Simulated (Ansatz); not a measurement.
Given:

B$_{2}$O:
```
B2O
1.0
    2.54453     0.00000     0.00000
   -1.27227     2.20363     0.00000
    0.00000     0.00000     9.69619
B O
4 2
Direct
  0.00000   0.00000   0.41019
  0.00000   0.00000   0.58981
  0.66667   0.33333   0.02845
  0.33333   0.66667   0.97155
  0.66667   0.33333   0.35401
  0.33333   0.66667   0.64599
```

This is the r²SCAN+D4-relaxed structure.

Q: All from r²SCAN+D4 (plane waves, PAW; program Ansatz), unless another level is named. Estimate the electronic character.

A: metallic (no gap).

Q: And the density of states at the Fermi level?

A: 0.16 states/eV per atom (mean over ±0.08 eV).

Q: Predict the formation energy from the elements (no fitted shifts).

A: -0.50 eV/atom.

Space group P-3m1. The workflow started from an entry of the Crystallography Open Database (COD). Whether it is the stable phase at ambient conditions was not checked. The cell was relaxed with r²SCAN+D4 under the symmetry of its start. At this level the phase is mechanically unstable. The references are the lowest solids computed at this level, not always the standard phases (solids in place of the gases).

Potentials: the later of the program's two PAW sets.
